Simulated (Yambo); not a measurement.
Ba2MgWO6 (space group Fm-3m, No. 225): one transition space (4×4×4 mesh, 15 valence and 9 conduction bands, Tamm-Dancoff) with different kernels in Yambo, on PBEsol orbitals; field along x. BSE alone uses the static screening with 91 bands and a 3 Ry block; its scissor and those of RPA and TDDFT come from G0W0, that of the TDHF-type run from bare exchange.

```
kernel                                   scissor (eV)  direct gap with it (eV)  lowest state (eV)              rough cost
---------------------------------------  ------------  -----------------------  -----------------  ----------------------
BSE (screened electron-hole attraction)          1.73                     4.51        3.57 (dark)  1 (with the screening)
RPA (no attraction)                              1.73                     4.51        4.52 (dark)  within a factor of two
```

Costs are rough.

RPA leaves the lowest state at the direct gap: no bound exciton. These are vertical excitations (zero momentum). Spin singlets only. Strong means a line over 3 % of the spectrum's maximum, dark under 0.03 %. Absolute energies carry the error of the G0W0 scissor, whose convergence isn't established. Convergence of the binding with the mesh was not shown.

Spin-orbit coupling is not included.

Geometry of the Materials Project entry, not relaxed at this level; primitive cell a = b = c = 5.824 Å, α = β = γ = 60.00°.
